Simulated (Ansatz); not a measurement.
Method: PBEsol, scalar-relativistic; no spin polarisation; PAW, 420 eV, 10×10×10 k-mesh, Gaussian smearing of 0.05 eV; code Ansatz. The datasets are Ansatz's generated set soft_2.

A compound X2Si has these computed properties.

```
Space group                                           : Fm-3m (No. 225)
Conventional cell                                     : a = 5.989 Å, b = 5.989 Å, c = 5.989 Å, α = 90.00°, β = 90.00°, γ = 90.00°
Volume                                                : 17.90 Å³/atom
Band gap                                              : zero (metallic)
Density of states at the Fermi level                  : 0.70 states/(eV·atom)
Formation energy from the elements (0 K, uncorrected) : 0.07 eV/atom (unstable against the elements)
Bulk modulus (Birch–Murnaghan)                        : 181 GPa
Pressure derivative B0′                               : 3.4
```

Sites: X on 8c, Si on 4a.

Question: Which element is X?
A. Lu
B. Re
C. Ta
D. W

Answer: C. X is Ta, so the compound is Ta2Si.

This is a trial structure made by placing the elements on a prototype's sites, so it needn't be the stable form.

For elements this heavy, spin–orbit coupling would shift levels and gaps; it isn't included here.
